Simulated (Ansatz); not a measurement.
Relaxed MgH2 (rutile):

```
MgH2
1.0
    4.51729     0.00000     0.00000
    0.00000     4.51729     0.00000
    0.00000     0.00000     3.01286
Mg H
2 4
Cartesian
  0.00000   0.00000   0.00000
  2.25865   2.25865   1.50643
  1.37511   1.37511   0.00000
  3.63375   0.88354   1.50643
  0.88354   3.63375   1.50643
  3.14219   3.14219   0.00000
```

In each cell atom 5 (H, nearest neighbour Mg at 1.945 Å; its periodic images, 3.0 Å or more away, move with it) moves by s·(0.707, 0.707, 0.000) (along Cartesian [110]), the rest being held.

These are PBE (plane waves to 420 eV, PAW, scalar-relativistic; Ansatz, an electronic-structure program) values and carry that method's errors. k mesh 6×6×9 (Γ-centred), Fermi-Dirac smearing 0.05 eV. E stands for the smeared free energy. Stress and pressure are positive under compression. F∥ is the force on the atom along that direction. MgH2 was relaxed with its symmetry unable to fall. The zero of ΔE is the undisplaced structure.

```csv
s (Å),P (GPa),ΔE (eV/cell),F∥ (eV/Å)
-0.190,-0.09,0.0233,0.248
-0.152,-0.06,0.0148,0.197
-0.114,-0.04,0.0083,0.146
-0.076,-0.02,…,0.097
-0.038,0.00,0.0009,0.048
0.000,0.00,0.0000,0.000
0.038,0.00,0.0009,-0.048
0.076,-0.02,…,-0.097
0.114,-0.04,0.0083,-0.146
0.152,-0.06,0.0148,-0.197
0.190,-0.09,0.0233,-0.248
```

Complete the blanks.


- -0.076, ΔE (eV/cell): 0.0037
- 0.076, ΔE (eV/cell): 0.0037

(A displaced cell: forces are minus the slopes of the energy, force constants its curvatures, and phonons follow from these.)
